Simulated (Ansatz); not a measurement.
With PBEsol (plane waves, PAW; program Ansatz), AgW in the rock salt structure (Fm-3m) relaxes to a = 5.266 Å. Ag has 6 nearest neighbours from 2.63 Å (octahedral); W has 6 nearest neighbours from 2.63 Å (octahedral). Against the elements it lies at 2.04 eV/atom, with no fitted shifts.

Electronic character: metallic (no gap). Gap from PBEsol with spin–orbit coupling: none (metallic).

An equation-of-state fit gives a bulk modulus of 173 GPa. The relaxed-ion elastic constants in GPa are C11 = 406, C12 = 57.7, C44 = -18.9. The highest mode at Γ lies at 152 cm⁻¹.

The start of the workflow was typed in or built on a structure type; neither database checked (COD, Materials Project) lists it. Whether it is the stable phase at ambient conditions was not checked. The cell was relaxed with PBEsol under the symmetry of its start. At this level the phase is mechanically unstable. No spin polarisation was allowed. Its formation energy is positive at this level, so the cell may be metastable or incomplete. As this level gives no gap, shear constants depend on the k-mesh and smearing (Fermi–Dirac, 0.1 eV here). As this level gives no gap, phonon frequencies hold no LO–TO term and depend on the k-mesh and smearing (Fermi–Dirac, 0.1 eV here). The references are the lowest solids computed at this level, not always the standard phases. Spin–orbit coupling is left out wherever it is not named.

Potentials: the later of the program's two PAW sets.
